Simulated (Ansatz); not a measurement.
Polymorphs of FeNi, each relaxed with plane-wave PAW PBEsol (Ansatz code):

A: R-3m
a = b = 2.470 Å, c = 12.209 Å, α = β = 90.00°, γ = 120.00°

| atom | site | symmetry | x | y | z |
|---|---|---|---|---|---|
| Fe | 3a | -3m | 0.0000 | 0.0000 | 0.0000 |
| Ni | 3b | -3m | 0.0000 | 0.0000 | 0.5000 |

B: L1₀ or tetragonal B2 (P4/mmm)
a = 2.468 Å, b = 2.468 Å, c = 3.533 Å, α = 90.00°, β = 90.00°, γ = 90.00°

```tsv
atom	site	symmetry	x	y	z
Fe	1a	4/mmm	0.0000	0.0000	0.0000
Ni	1d	4/mmm	0.5000	0.5000	0.5000
```

Order them by energy per atom at 0 K (lowest first) at the level PBEsol.

B (+0 meV/atom), A (+67 meV/atom)

Spin orders computed, not proven ground states: A ferromagnetic; B ferromagnetic. Standing as an ambient phase not checked: A; B. Perhaps ordered models of mixed-site phases: A. All cells were relaxed under the symmetry of their starts (and spin orders); stability against distortions was not tested throughout.

Energies hold the estimated change up to a 700 eV cutoff; steps of a few meV lie near the error of the meshes.

Potentials: the later of the program's two PAW sets.
